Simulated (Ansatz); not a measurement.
**Al₃InAs₄: rattling a relaxed structure**

The structure comes from a generated guess, relaxed at this level; another structure or a mixture of phases may lie lower.

All numbers below come from DFT PBE, scalar-relativistic, plane waves, PAW in Ansatz 0.2.0. Cutoff 420 eV; k points 6×6×6 on the computed 8-atom cell (Γ-centred); Gaussian smearing, width 0.02 eV; no spin polarisation.

The cell below (8 atoms, space group P-43m (No. 215)) is relaxed within its symmetry.

```
Al In As
1.0
     5.83549    0.00000    0.00000
     0.00000    5.83549    0.00000
     0.00000    0.00000    5.83549
Al In As
3 1 4
Direct
  0.50000 0.00000 0.00000
  0.00000 0.00000 0.50000
  0.00000 0.50000 0.00000
  0.50000 0.50000 0.50000
  0.76063 0.23937 0.76063
  0.76063 0.76063 0.23937
  0.23937 0.23937 0.23937
  0.23937 0.76063 0.76063
```

For the test it was strained at random (σ = 1.5 % a component), the atoms were moved at random (σ = 0.05 Å), and all was relaxed again on a coarse 2×2×2 mesh (in the run’s order of axes) with 0.10 eV smearing, with no symmetry imposed.

**Question.** Does it come back?

**Answer.** It returns, within 1 meV/atom of the unmoved cell on that mesh and with the same symmetry when read at 0.1 Å. So it is stable against the distortions that fit this cell and that this random move excites. Modes that don't fit the cell aren't tested.
